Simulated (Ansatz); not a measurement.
Formation energy of EuTe2, relaxed from a CdCl2-type start to space group Fm-3m (read at 0.02 Å)

The computed numbers are results of PBE, scalar-relativistic (collinear spin) in the plane-wave PAW code Ansatz at 420 eV, 8×8×4 k-mesh, Gaussian smearing of 0.05 eV; PAW files: Ansatz's generated set soft_2.

The structure was built from a prototype; whether the compound forms in it isn't claimed.

It takes space group R-3m (No. 166, trigonal). Conventional cell: a = 5.344 Å, b = 5.344 Å, c = 13.118 Å, α = 90.00°, β = 90.00°, γ = 120.00°. Eu (site symmetry -3m) is surrounded by 8 Te at 3.27 to 3.28 Å. Te (site symmetry 3m) has 4 Eu at 3.27 to 3.28 Å as nearest neighbours. (Neighbours are counted to 15 % beyond the shortest distance.)

The elements were computed in their standard states with the same datasets, cutoff and functional. The compound's run is antiferromagnetic, with site spin moments Eu 6.64, -6.64; Te 0.08, -0.08 μB. Absolute energies hang on the potentials; compare differences alone.

Energy of the relaxed cell (6 atoms, smearing extrapolated to zero): -45458.162 eV. Elements, in eV/atom: Eu -8766.469, Te -6979.958.

Q: What is the formation energy?

A: [-45458.162 − (2 × -8766.469 + 4 × -6979.958)] / 6 = -0.90 eV/atom, or -87 kJ per mole of atoms.

The value is for 0 K, without zero-point energy. A negative value shows stability against the elements alone, not against other compounds or structures.

Without a U the 4f levels of Eu lie too near the Fermi level, so their share of the states there, and what hangs on it, is overstated. These numbers lack spin–orbit coupling. The run wasn't fully tested for a lower electronic state. Site moments are of spin, integrated over atomic spheres.
